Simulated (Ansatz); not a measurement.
**LiH5 (P6/mmm)**

The calculation used Ansatz 0.2.0, DFT PBE, scalar-relativistic, plane waves, PAW.

Settings: cutoff 420 eV, Γ-centred mesh 6×6×6 on the computed 24-atom cell, Gaussian smearing of 0.10 eV; no spin polarisation.

The structure is relaxed at this level of theory with its symmetry kept, and needn't be the ground state of this composition.

```xyz
24
Lattice="7.7145 0.0000 0.0000 -3.8573 6.6810 0.0000 0.0000 0.0000 7.4251" Properties=species:S:1:pos:R:3 pbc="T T T"
Li    0.0000    4.4540    0.0000
Li    3.8573    2.2270    0.0000
Li    0.0000    0.0000    0.0000
Li    0.0000    0.0000    3.7126
H     6.2339    0.0000    3.7126
H    -3.1170    5.3987    3.7126
H     0.7403    1.2823    3.7126
H     1.4806    0.0000    3.7126
H    -0.7403    1.2823    3.7126
H     3.1170    5.3987    3.7126
H     5.6552    1.6508    0.0000
H     3.4573    4.0722    0.0000
H     2.4593    0.9580    0.0000
H    -1.7980    5.0301    0.0000
H     0.4000    2.6088    0.0000
H     1.3980    5.7230    0.0000
H    -1.3980    5.7230    0.0000
H     1.7980    5.0301    0.0000
H    -0.4000    2.6088    0.0000
H     5.2552    0.9580    0.0000
H     2.0593    1.6508    0.0000
H     4.2573    4.0722    0.0000
H     0.0000    0.0000    5.7581
H     0.0000    0.0000    1.6670
```

* Space group: P6/mmm (No. 191)
* Volume per atom: 15.95 Å³
* Formation energy from the elements' standard states (uncorrected): +0.457 eV/atom
* Kohn–Sham band gap: none (metal)
* Density of states at the Fermi level: 9.8 states/eV per cell
* Orbital (Löwdin) character within 0.5 eV of the Fermi level: H 1s 90 %, unprojected 9 %

The cell holds layers, chains or molecules and no dispersion correction was added, so their binding is poorly described.

The cell was found from a structure generator's guess, not taken from experiment. Löwdin shares on free-atom orbitals overweight diffuse shells.
